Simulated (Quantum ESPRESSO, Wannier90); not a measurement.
**Wannierisation of BaAlGeH (P3m1)**

```
begin unit_cell_cart
ang
    4.3823198062    0.0000000000    0.0000000000
   -2.1911599031    3.7952002797    0.0000000000
    0.0000000000    0.0000000000    5.2500500000
end unit_cell_cart
begin atoms_frac
Ba   0.3333333333 -0.3333333333  0.0990200000
Al   0.0000000000  0.0000000000 -0.3586500000
Ge  -0.3333333333  0.3333333333 -0.4472600000
H    0.0000000000  0.0000000000 -0.0271100000
end atoms_frac
```

Materials Project entry mp-1207108; symmetrised, unrelaxed at this level. COD (Crystallography Open Database) has an entry of this formula and space group (matched by these alone). Level: LDA, no spin polarisation, no spin-orbit coupling; pw.x of Quantum ESPRESSO at 63 Ry with PseudoDojo potentials, 6×6×4 k-points, Wannier90. Density: 12×12×6 mesh, Gaussian smearing 0.01 Ry. Spin-orbit coupling is left out although heavy elements are present.

Band 10 is isolated and gives one Wannier function a cell (Ge3 4s 55 %, Al2 3p 18 %, Al2 3s 14 %; spread 3.20 Å²). Its on-site energy is ε = -8.052 eV relative to the valence-band maximum, and its hoppings t(R) = t(−R) to the nearer images are (images within this range that aren't listed have |t| under 5 meV):

```tsv
R (lattice vectors; −R alike)	distance (Å)	t (eV)
0 1 0	4.38	-0.149
1 0 0	4.38	-0.149
1 1 0	4.38	-0.149
0 0 1	5.25	-0.018
0 1 -1	6.84	-0.030
0 1 1	6.84	-0.030
1 0 -1	6.84	-0.030
1 0 1	6.84	-0.030
1 1 -1	6.84	-0.030
1 1 1	6.84	-0.030
```

Q: Work out the band energy at Γ, M, K, A from these numbers.

A: For one orbital E(k) = ε + Σ_R 2 t(R) cos(2π k·R), the sum over the listed R.
- Γ, k = (0.000, 0.000, 0.000): E = -8.052 + (-0.149)·(6.00) + (-0.018)·(2.00) + (-0.030)·(12.00) = -9.34 eV; pw.x: -9.20 eV
- M, k = (0.500, 0.000, 0.000): E = -8.052 + (-0.149)·(-2.00) + (-0.018)·(2.00) + (-0.030)·(-4.00) = -7.67 eV; pw.x: -7.60 eV
- K, k = (0.333, 0.333, 0.000): E = -8.052 + (-0.149)·(-3.00) + (-0.018)·(2.00) + (-0.030)·(-6.00) = -7.46 eV; pw.x: -7.38 eV
- A, k = (0.000, 0.000, 0.500): E = -8.052 + (-0.149)·(6.00) + (-0.018)·(-2.00) + (-0.030)·(-12.00) = -8.55 eV; pw.x: -8.43 eV

At these points the listed shells miss the plane-wave band by up to 0.14 eV, of a width of 1.82 eV on the path. With all its hoppings the model misses the band by 9.6 meV at worst on the whole path, so most of the miss comes from the hoppings not listed.
